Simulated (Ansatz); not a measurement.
Relaxation of a generated trial cell of SrTiO3 in the LiNbO3 structure type; 10 atoms in the cell, which starts as R3c, hexagonal axes (No. 161), hR10; a = 5.570 Å, b = 5.570 Å, c = 14.710 Å, α = 90.00°, β = 90.00°, γ = 120.00°. All values below come from PBEsol (plane waves to 420 eV, PAW, scalar-relativistic; Ansatz, a first-principles code). Γ-centred k-mesh 5×5×5 on the run's cell (coarser than for final values), Fermi–Dirac smearing 0.05 eV. This is the first round of the run. 

The optimiser's lines from the output (shortened; P is positive under compression):

```
relax step   1: F+E_penalty+E_count = -15310.84813289 eV  Δ(F+E_penalty+E_count) = +0.000e0 eV  max|allowed force component| = 2.723e0 eV/Å  Δτ_max = 0.0000 Å  P = -8.668 GPa  Ω = 131.745 Å³  (7 SCF iters, dr2 threshold 1.00e-7 eV, accepted)
relax step   2: F+E_penalty+E_count = -15313.52866518 eV  Δ(F+E_penalty+E_count) = -2.681e0 eV  max|allowed force component| = 1.182e0 eV/Å  Δτ_max = 0.1888 Å  P = -6.567 GPa  Ω = 125.226 Å³  (6 SCF iters, dr2 threshold 1.00e-6 eV, accepted)
relax step   3: F+E_penalty+E_count = -15314.33560767 eV  Δ(F+E_penalty+E_count) = -8.069e-1 eV  max|allowed force component| = 4.674e-1 eV/Å  Δτ_max = 0.1817 Å  P = +5.448 GPa  Ω = 115.685 Å³  (6 SCF iters, dr2 threshold 1.00e-6 eV, accepted)
relax step   4: F+E_penalty+E_count = -15314.44936040 eV  Δ(F+E_penalty+E_count) = -1.138e-1 eV  max|allowed force component| = 3.269e-1 eV/Å  Δτ_max = 0.0461 Å  P = +0.033 GPa  Ω = 119.079 Å³  (6 SCF iters, dr2 threshold 1.00e-6 eV, accepted)
relax step   5: F+E_penalty+E_count = -15314.48122789 eV  Δ(F+E_penalty+E_count) = -3.187e-2 eV  max|allowed force component| = 2.654e-1 eV/Å  Δτ_max = 0.0365 Å  P = -0.486 GPa  Ω = 119.428 Å³  (6 SCF iters, dr2 threshold 1.00e-6 eV, accepted)
relax step   6: F+E_penalty+E_count = -15314.52175849 eV  Δ(F+E_penalty+E_count) = -4.053e-2 eV  max|allowed force component| = 2.356e-2 eV/Å  Δτ_max = 0.0935 Å  P = -0.418 GPa  Ω = 118.137 Å³  (6 SCF iters, dr2 threshold 1.00e-6 eV, accepted)
relax step   7: F+E_penalty+E_count = -15314.52529613 eV  Δ(F+E_penalty+E_count) = -3.538e-3 eV  max|allowed force component| = 1.532e-2 eV/Å  Δτ_max = 0.0361 Å  P = +0.234 GPa  Ω = 118.083 Å³  (6 SCF iters, dr2 threshold 1.00e-6 eV, accepted)
relax step   8: F+E_penalty+E_count = -15314.52539136 eV  Δ(F+E_penalty+E_count) = -9.523e-5 eV  max|allowed force component| = 1.954e-3 eV/Å  Δτ_max = 0.0027 Å  P = -0.005 GPa  Ω = 118.205 Å³  (6 SCF iters, dr2 threshold 5.15e-7 eV, accepted)
relax step   9: F+E_penalty+E_count = -15314.52538487 eV  Δ(F+E_penalty+E_count) = +6.492e-6 eV  max|allowed force component| = 4.288e-4 eV/Å  Δτ_max = 0.0009 Å  P = +0.001 GPa  Ω = 118.209 Å³  (6 SCF iters, dr2 threshold 6.81e-9 eV, accepted)
relax step  10: F+E_penalty+E_count = -15314.50033438 eV  Δ(F+E_penalty+E_count) = +2.505e-2 eV  max|allowed force component| = 5.549e-4 eV/Å  Δτ_max = 0.0000 Å  P = -0.407 GPa  Ω = 118.209 Å³  stress off target by 5.34e-1 GPa  SCF on the basis re-selected at this cell (its energy is not comparable with the rows above)  (7 SCF iters)
relax step  11: F+E_penalty+E_count = -15314.50239683 eV  Δ(F+E_penalty+E_count) = -2.062e-3 eV  max|allowed force component| = 1.628e-2 eV/Å  Δτ_max = 0.0063 Å  P = +0.213 GPa  Ω = 117.775 Å³  (6 SCF iters, dr2 threshold 7.13e-7 eV, accepted)
relax step  12: F+E_penalty+E_count = -15314.50209786 eV  Δ(F+E_penalty+E_count) = +2.990e-4 eV  max|allowed force component| = 1.362e-3 eV/Å  Δτ_max = 0.0023 Å  P = +0.005 GPa  Ω = 117.886 Å³  (6 SCF iters, dr2 threshold 1.36e-7 eV, accepted)
relax step  13: F+E_penalty+E_count = -15314.50077252 eV  Δ(F+E_penalty+E_count) = +1.325e-3 eV  max|allowed force component| = 1.365e-3 eV/Å  Δτ_max = 0.0000 Å  P = -0.008 GPa  Ω = 117.886 Å³  stress off target by 1.39e-2 GPa  SCF on the basis re-selected at this cell (its energy is not comparable with the rows above)  (9 SCF iters)
```

From the first to the last row the energy changes by -0.37 eV/atom and the volume by -10.5 %. The last row is marked as not comparable with the walk above it, whose basis was carried along; it does compare with step 1, since both stand on a basis selected at the nominal cutoff for their own cell.

Later rounds, restarted from the end of this one on a renewed k-mesh, logged 2 more steps and released under 1 meV/atom more. The final structure after all rounds: R3c, hexagonal axes (No. 161), hR10; a = b = 5.507 Å, c = 13.465 Å, α = β = 90.00°, γ = 120.00°. Between re-selections the logged energies stand on a plane-wave basis carried along with the cell. No spin polarisation in the result.

The run could not lose the symmetry of its start: the end is stationary, and may be a saddle point rather than a minimum.

The relaxed structure here is a generated cell of SrTiO3: the first start was made by placing the elements on the sites of a structure type, and the end was not matched to a known phase here, so it may be hypothetical. Known forms of SrTiO3 include space group No. 221.
